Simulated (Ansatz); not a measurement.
# Be: field gradients at two levels of theory

Cell: an entry of the Crystallography Open Database (COD), whose atoms a relaxation with PBE at fixed cell left in place.

```xyz
2
Lattice="2.2853 0.0000 0.0000 -1.1427 1.9791 0.0000 0.0000 0.0000 3.5842" Properties=species:S:1:pos:R:3 pbc="T T T"
Be    0.0000    1.3194    0.8961
Be    1.1427    0.6597    2.6882
```

Sites (sets of like atoms) are named by element and the number of their first atom in this list.

First run. Method: Kohn–Sham DFT in Ansatz, PBE, plane waves and PAW, scalar-relativistic, 420 eV cutoff, Γ-centred 16×16×9 k-points, Fermi–Dirac smearing 0.05 eV.

| site | atom | V_zz (10²¹ V/m²) | η |
| --- | --- | --- | --- |
| Be | 1 | -0.038 | 0.00 |

Second run. The same atoms and settings, except that the functional is r2SCAN and the cutoff is 500 eV.

Problem. Given the first result, estimate the second.

Solution. 

```json
{"site": "Be", "atom": "1", "V_zz": "-0.033", "η": "0.00", "change of V_zz": "0.00"}
```

No V_zz moves by more than 0.01.

With no gap above 0.1 eV, as in a metal, the gradients converge slowly in k; expect changes of a tenth or more on a denser mesh.
